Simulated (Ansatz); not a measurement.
Suppose TiCrC4N4 takes space group P-43m (No. 215), with Ti on 1b; Cr on 1a; C on 4e; N on 4e. The cell of TiCrC4N4 is invented: two interpenetrating cyanide-bridged diamond nets.

The calculation used Ansatz 0.2.0, DFT PBE, scalar-relativistic, plane waves, PAW. Cutoff 420 eV, Γ-centred mesh, Gaussian smearing, collinear spin.

Formation energies are uncorrected and refer to the elements' standard structures at the same level (N₂ as a molecule).

Problem. Predict the relaxed structure.

Solution.

Space group P-43m (No. 215). a = 5.917 Å, b = 5.917 Å, c = 5.917 Å, α = 90.00°, β = 90.00°, γ = 90.00°
| atom | site | symmetry | x | y | z |
| --- | --- | --- | --- | --- | --- |
| Ti | 1b | -43m | 0.5000 | 0.5000 | 0.5000 |
| Cr | 1a | -43m | 0.0000 | 0.0000 | 0.0000 |
| C | 4e | .3m | 0.1933 | 0.1933 | 0.1933 |
| N | 4e | .3m | 0.3096 | 0.3096 | 0.3096 |

Around Ti lie 4 N at 1.95 Å; Cr is surrounded by 4 C at 1.98 Å; C is surrounded by 1 N at 1.19 Å and 1 Cr at 1.98 Å; around N lie 1 C at 1.19 Å and 1 Ti at 1.95 Å. Another local minimum with the same sites may exist.

Problem. And its energy and gap?

Solution. The formation energy is +0.20 eV/atom, the gap on the 6×6×6 mesh of the 10-atom cell is 0 eV (a metal) and the net moment per atom is 0.40 μB. The moment by site is Ti -0.1; Cr 2.4 μB. A positive value: parting into the elements would lower its energy.

The last run used collinear spin and Gaussian smearing of 0.10 eV. In such compounds of Cr and Ti a zero gap at this level may well be an artefact, since no Hubbard U is applied. The reference form of C is held partly by dispersion forces, which this level lacks. The magnetic state reached may not be the lowest. Symmetry constrained the relaxation, so the result can be a saddle point. Site moments count only spheres around the atoms; the net moment includes the space between them.
